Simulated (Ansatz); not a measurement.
MoTe2 as a 2H monolayer was put through Ansatz (plane waves). The cell was relaxed with r2SCAN and then strained (uniaxial -3.0 % along y, other directions held), with the atoms relaxed again with r2SCAN; k points keep the names of the unstrained zone.

The cell given to it:
```
Mo Te
1.0
     3.56136    0.00000    0.00000
    -1.78068    2.99170    0.00000
     0.00000    0.00000   31.53418
Mo Te
1 2
Direct
  0.33178 0.66356 0.28540
  0.66744 0.33489 0.34275
  0.66744 0.33489 0.22806
```
Two periodic directions, a and b.

The log, with set-up remarks and timings taken out:
```
scf.n_extra_bands = 4 over 23 filled bands (N_el = 46.0): the run solves 27 bands
Pseudopotential: Mo, paw, valence charge 14, recommended cutoff 420 eV (normal)
Pseudopotential: Te, paw, valence charge 16, recommended cutoff 420 eV (normal)
Functional definition: HSE06
Crystal: 3 atoms, lattice volume = 335.982 Å³
Basis set: ecut = 420 eV, 6513 PW (Γ)
Bands: 27, of which v1, the nominal top of the filled ones, is band 23 counted from 1 (22 counted from 0)
Symmetry: 4 space group operations
Space group: Amm2 (ITA 38)
k-points: 13 of 36 (time reversal used)
[warm-up without exact exchange]
SCF 1 stopped early in 4 iterations: F = -18916.703490 eV  dr2 = 7.73e-5
[exact exchange on]
Exchange kernel: α = 0.2500, screened, ω = 0.2079 Å⁻¹, Wigner–Seitz truncation, v(0) = 1046.0682 eV·Å³, q-mesh 6×6×1
SCF 2 stopped early in 7 iterations: F = -18927.553791 eV  dr2 = 1.73e-6
hybrid outer 1: dexx = +8.932e-3 eV, tail = 1.15e-4 eV
SCF 3 converged in 7 iterations: F = -18927.553897 eV  dr2 = 5.15e-10
hybrid outer 2: dexx = +1.272e-6 eV, tail = 1.61e-8 eV, Δε = 1.33e-3 eV, ΔF = 1.14e-3 eV/Å
Free energy (F): -18927.553897 eV
Fermi energy:    -5.168817 eV
--- Per-component energies (eV) ---
  E_band       = -1459.175160
  E_kinetic    = 802.374955
  E_local      = -111898.356989
  E_nonlocal   = -480.963864
  E_hartree    = 55777.507572
  E_xc         = -347.831415
  E_vxc        = -350.148014
  E_exx        = -132.346203
  E_paw        = -12489.783010
  E_vpaw       = -822.407433
  E_ewald      = 49842.646035
  E_core_change = -0.800663
--- Forces (eV/Å), atoms counted from 1 ---
  atom   1  Mo      0.00000      0.01947      0.00000
  atom   2  Te      0.00000    -0.00974    -0.29667
  atom   3  Te      0.00000    -0.00974      0.29667
--- 2D stress c σ (N/m, compression-positive) ---
       -1.443774       0.000000       0.000000
        0.000000       0.716574       0.000000
        0.000000       0.000000       0.000000
  P = ½ c Tr σ = -0.3636 N/m
--- Band table (eV; the first three rows and the last of 13) ---
  k-point 0: bands = […, -7.2967, -7.2443, -6.9766, -6.2408, -6.0573, -5.8093, -1.4829, -1.2686, -1.2045, -0.9016]
  k-point 1: bands = […, -7.8879, -7.8718, -6.8743, -6.7999, -6.0964, -5.8640, -2.5124, -2.3547, -2.0260, -1.1757]
  k-point 2: bands = […, -9.3460, -9.0929, -7.6656, -6.8754, -6.2769, -6.1070, -3.1759, -2.9929, -1.8991, -0.9043]
  k-point 12: bands = […, -10.0184, -8.9234, -8.2430, -7.5913, -7.0206, -5.4558, -3.2199, -2.8834, -2.2011, -0.8091]
```

The file bands.tsv (bands near the Fermi energy, numbered from 0, rounded):
```tsv
# k_distance	band_18	band_19	band_20	band_21	band_22	band_23	band_24	band_25	band_26
# fermi_ev = -5.168817
# [0, 0, 0] at k_distance = 0.000000
# [0.5, 0, 0] at k_distance = 1.026565
# [0.3333333333, 0.3333333333, 0] at k_distance = 1.628346
# [0.34375, 0.328125, 0] at k_distance = 1.646724
# [0.348958, 0.325521, 0] at k_distance = 1.655912
# levels_relative_to = fermi_ev
0.000	-2.076	-1.808	-1.072	-0.889	-0.641	3.686	3.900	3.964	4.267
1.027	-3.864	-2.533	-2.036	-0.978	-0.220	1.948	2.369	4.013	4.523
1.628	-4.331	-3.420	-3.373	-2.104	0.000	1.610	2.357	3.230	4.962
1.647	-4.324	-3.415	-3.373	-2.107	0.001	1.607	2.360	3.213	4.962
1.656	-4.313	-3.412	-3.372	-2.107	0.000	1.607	2.363	3.201	4.959
```
In order the rows are Γ, M, K, Γ–K (0.98), Γ–K (0.98).

Task: Which of these blocks stood in the input: relax, gw, phonons, dielectric, magnetization (spin_orbit)?

Result: None of them. A single point prints forces and stress when the output block asks for them.

Task: Which k mesh was typed?

Result: 6×6×1, Γ-centred.

Task: How were the bands filled?

Result: Fixed occupations.

Command: `ansatz run input.yaml --threads 4 --pin off --max-ram 5529MiB --backend cpu --events-out ev --progress --plain --runs-dir out`. It took 4.9 min on 4 threads of Arm Neoverse V2, on a shared host, load about 0.3 per core; peak host memory 4.6 GiB.

No spin polarisation and no zero-point or thermal motion.

No spin-orbit coupling is included; it can move band edges with weight on the heavy atoms by tenths of an eV.
